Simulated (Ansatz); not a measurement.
Ge3N4:
```xyz
14
Lattice="0.0000 4.0826 4.0826 4.0826 0.0000 4.0826 4.0826 4.0826 0.0000" Properties=species:S:1:pos:R:3 pbc="T T T"
Ge     5.1032     5.1032     5.1032
Ge     5.1032     3.0619     3.0619
Ge     3.0619     5.1032     3.0619
Ge     3.0619     3.0619     5.1032
Ge     2.0413     2.0413     2.0413
Ge     0.0000     0.0000     0.0000
N      7.0791     7.0791     7.0791
N      7.0791     5.1686     5.1686
N      5.1686     7.0791     5.1686
N      5.1686     5.1686     7.0791
N      3.1273     3.1273     3.1273
N      3.1273     5.0378     5.0378
N      5.0378     3.1273     5.0378
N      5.0378     5.0378     3.1273
```

Relaxed with LDA. Special points in fractions of this cell's reciprocal vectors: Γ (0.000, 0.000, 0.000); X (0.500, 0.000, 0.500); U (0.625, 0.250, 0.625); K (0.375, 0.375, 0.750); L (0.500, 0.500, 0.500); W (0.500, 0.250, 0.750).

Q: List the band energies nearest the valence-band maximum at these points for the program Ansatz at the LDA level (PAW).

A: In eV from the valence-band maximum; about four levels below and three above (degenerate sets whole), none deeper than 8.9 eV; points with the same levels are listed once.

```
k                          below                above
-  -----------------------------  -------------------
Γ  -0.32 -0.32 -0.02 -0.02 -0.02       2.15 2.15 2.15
X        -1.01 -1.01 -0.18 -0.18  5.05 5.05 5.70 5.70
U        -1.54 -1.20 -0.65 -0.05       5.03 5.15 5.72
L  -0.72 -0.72 -0.63 -0.11 -0.11  3.75 3.99 4.92 4.92
W        -1.21 -1.21 -0.46 -0.46  5.43 5.43 5.91 5.91
```

Space group Fd-3m. Symmetry was held in the LDA relaxation. Spin–orbit coupling is left out wherever it is not named.

Potentials: the later of the program's two PAW sets.
